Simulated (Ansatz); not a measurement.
This run works on a generated trial structure, not on a known crystal.

Input and command of a plane-wave DFT calculation in Ansatz:

```yaml
crystal:
  lattice:
    - [6.3992038991, 0.0, 0.0]
    - [-3.1996019496, 5.5418731406, 0.0]
    - [0.0, 0.0, 5.2689986146]
  atoms:
    - { symbol: Nd, position: [0.3333333333, 0.6666666667, 0.0] }
    - { symbol: Tl, position: [0.6666666667, 0.3333333333, 0.5] }
    - { symbol: Tl, position: [0.0, 0.0, 0.0] }
    - { symbol: P, position: [0.2163567317, 0.7836432683, 0.5] }
    - { symbol: P, position: [0.2163567317, 0.4327134634, 0.5] }
    - { symbol: P, position: [0.5672865366, 0.7836432683, 0.5] }
basis:
  ecutwfc: 660
kpoints:
  mp_grid: { grid: [6, 6, 6] }
hamiltonian:
  xc: pbe
  pseudopotentials:
    kind: paw
    azcp: { Nd: "pseudopotentials/pbe/nc/lanthanide_3plus/Nd.nc.azcp" }
scf:
  occupations: { method: gaussian, width: 0.1 }
output:
  forces: true
  stress: true
  eigenvalues: true
relax:
  adjacent_minimum: "off"
  f_tol: 0.01
  max_steps: 80
  cell: { stress_tol: 0.05 }
```

```bash
ansatz run input.yaml --threads 1 --pin off --max-ram 2816MiB --backend cpu --events-out ev --progress --plain --runs-dir out
```

Processor: Arm Neoverse V2, 1 thread, on a host shared with other jobs.

Problem. Estimate time, memory and problem size.

Solution. About 2.5 min, peak memory 0.59 GiB. It solves 32 bands at 28 k points (after reduction by symmetry) with about 6989 plane waves (on the last cell), in 31 SCF iterations over 5 ionic steps.

With its 4f electrons in the core of a norm-conserving potential, the lanthanide is trivalent by construction, without f bands, f moments or other valences.
